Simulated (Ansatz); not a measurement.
Cr (P63/mmc): ferro- and antiferromagnetic starts

The geometry is a structure as deposited in COD, repeated to hold the magnetic orders, held fixed and not relaxed.

Common settings: LDA, 11×11×3 k mesh, Fermi–Dirac smearing of 0.03 eV. PAW means Ansatz 0.2.0 on its default frozen-core files; AE-PAW is all-electron PAW in Ansatz 0.2.0 on datasets made for the crystal. Site moments are integrated in spheres about the atoms, whose radii differ between the methods.

Input of the first run:

```yaml
crystal:
  lattice:
    - [2.714, 0.0, 0.0]
    - [1.357, 2.3503929459, 0.0]
    - [0.0, 0.0, 8.82]
  atoms:
    - { symbol: Cr, position: [0.6666666666, 0.6666666667, 0.125], spin: 3.0 }
    - { symbol: Cr, position: [0.6666666666, 0.6666666667, 0.625], spin: 3.0 }
    - { symbol: Cr, position: [0.3333333334, 0.3333333333, 0.375], spin: 3.0 }
    - { symbol: Cr, position: [0.3333333334, 0.3333333333, 0.875], spin: 3.0 }
magnetization:
  spin_polarized: true
kpoints:
  mp_grid: { grid: [11, 11, 3] }
scf:
  occupations: { method: fermi_dirac, width: 0.03 }
  lower_state_search: "off"
hamiltonian:
  xc: lda
  pseudopotentials: { kind: paw }
output:
  forces: true
  stress: true
  eigenvalues: true
  populations: true
```

Command: `ansatz run input.yaml --threads 2 --pin off --max-ram 6144MiB --backend cpu --events-out ev --progress --plain --runs-dir out`

The input for «start Cr1↑ Cr2↓ Cr3↑ Cr4↓» by PAW differs from it in these lines, output keys apart:

```diff
-    - { symbol: Cr, position: [0.6666666666, 0.6666666667, 0.625], spin: 3.0 }
+    - { symbol: Cr, position: [0.6666666666, 0.6666666667, 0.625], spin: -3.0 }
-    - { symbol: Cr, position: [0.3333333334, 0.3333333333, 0.875], spin: 3.0 }
+    - { symbol: Cr, position: [0.3333333334, 0.3333333333, 0.875], spin: -3.0 }
```

Energies count from the run that starts all moments parallel. Patterns list the atoms that start with 0.5 μB or more.

| start | ΔF PAW (meV/atom) | ΔF AE-PAW (meV/atom) | largest moment, PAW (μB) | M, PAW (μB/cell) | order at the end, PAW | P, PAW (GPa) |
| --- | --- | --- | --- | --- | --- | --- |
| Cr1↑, Cr2↑, Cr3↑, Cr4↑ | 0.0 | 0.0 | 0.62 | 2.73 | kept | -37.9 |
| Cr1↑, Cr2↓, Cr3↑, Cr4↓ | +2.2 | +2.1 | 0.00 | 0.00 | moments lost | -39.2 |
| no spin polarisation | +2.2 | – | 0.00 | 0.00 | – | -39.2 |

The lowest of these ends as follows. Site moments (μB): Cr1 0.62, Cr2 0.62, Cr3 0.62, Cr4 0.62. Cell moment 2.73 μB. Orders of other supercells weren't tried and can lie lower.

The PAW files were made with PBE; the program remakes their cores once for the run's functional and then keeps them frozen. This cell lies far from its zero-pressure volume, so the numbers describe the cell as given rather than the relaxed compound. The Ansatz runs typed with the search for lower states off end where their start leads. The magnetic state is the one that this cell and start allow. It needn't be the compound's measured order, which may need a larger cell or be absent. Left out because they may lie on a higher state: PAW, start Cr1↑ Cr2↑ Cr3↑ Cr4↓; PAW, start Cr1↑ Cr2↑ Cr3↓ Cr4↓.
